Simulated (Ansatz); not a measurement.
AgB2

```yaml
crystal:
  lattice:
    - [3.00000, 0.00000, 0.00000]
    - [-1.50000, 2.59808, 0.00000]
    - [0.00000, 0.00000, 3.24000]
  atoms:
    - { symbol: Ag, position: [0.00000, 0.00000, 0.00000] }
    - { symbol: B, position: [0.33333, 0.66667, 0.50000] }
    - { symbol: B, position: [0.66667, 0.33333, 0.50000] }
```

Atom numbers follow the list: Ag1, B2, B3.

Conventional cell: a = 3.000 Å, b = 3.000 Å, c = 3.240 Å, α = 90.00°, β = 90.00°, γ = 120.00°. Around Ag (atom 1) lie 12 B at 2.37 Å. B (atom 2) is surrounded by 3 B at 1.73 Å.

The cell comes from COD entry 1509214, which wasn't checked; take it as a given geometry.

All numbers are computed: DFT, PBE, all-electron LAPW, scalar-relativistic (Ansatz 0.2.0); DFT, PBE, PAW with Ansatz's default frozen-core files, scalar-relativistic (Ansatz 0.2.0).

For LAPW: a Γ-centred 16×16×13 k mesh, Fermi–Dirac smearing of 0.05 eV, basis error target 1 meV/atom, no spin polarisation. PAW takes a cutoff of 420 eV at this cell. The Ansatz runs share mesh, smearing and spin set-up. Values come from LAPW unless marked.

```json
{"Bader charges (from the PAW run)": "Ag1 +0.40, B2 -0.20 e", "Volume per atom": "8.42 Å³"}
```

Question: Löwdin charges (with 0.04 e of the cell spilling out of the atomic basis, so their sizes and signs hang on that basis): what does the calculation give?

Answer: Ag1 1.14, B2 -0.55 e.

Question: Give the computed value. Pressure at this cell.

Answer: 54.1 GPa.

Question: Give the computed value. Stress xx, yy, zz (compression positive).

Answer: 42.70, 42.70, 76.76 GPa.

Question: Predict this quantity. Density of states at the Fermi level (0.2 eV bin).

Answer: 1.67 states/eV per cell.

Question: Give the computed value. Band gap.

Answer: none: with an odd electron count and no spin polarisation the bands can't all be full, a metal in this set-up (spin order or a larger cell could open a gap).
